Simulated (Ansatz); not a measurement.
Given:

PbSe:
```xyz
2
Lattice="3.7667 2.1755 0.0000 -3.7667 2.1755 0.0000 -2.5130 0.0000 3.5519" Properties=species:S:1:pos:R:3 pbc="T T T"
Pb    -1.2200     2.1755     1.8105
Se    -3.7325     2.1755     0.0366
```

This is the r²SCAN+D4-relaxed structure.

**Question.** All from the program Ansatz at the r²SCAN+D4 level (PAW), unless another level is named. Estimate the HSE06 gap on the r²SCAN+D4 cell.

**Answer.** 0.74 eV.

**Question.** Next, the formation energy from the elements (no fitted shifts)?

**Answer.** -0.68 eV/atom.

**Question.** And the electron effective mass?

**Answer.** 0.13, 0.13, 0.18 mₑ (principal values).

**Question.** And the weight of the valence-edge state by species (Voronoi cells)?

**Answer.** Se 68 %, Pb 32 %.

Space group Fm-3m (rock salt). The r²SCAN+D4 relaxation kept the symmetry of its start; of distortions, only those at the zone centre were tested. The references are the lowest solids computed at this level, not always the standard phases. Spin–orbit coupling is left out wherever it is not named.

Potentials: the later of the program's two PAW sets.
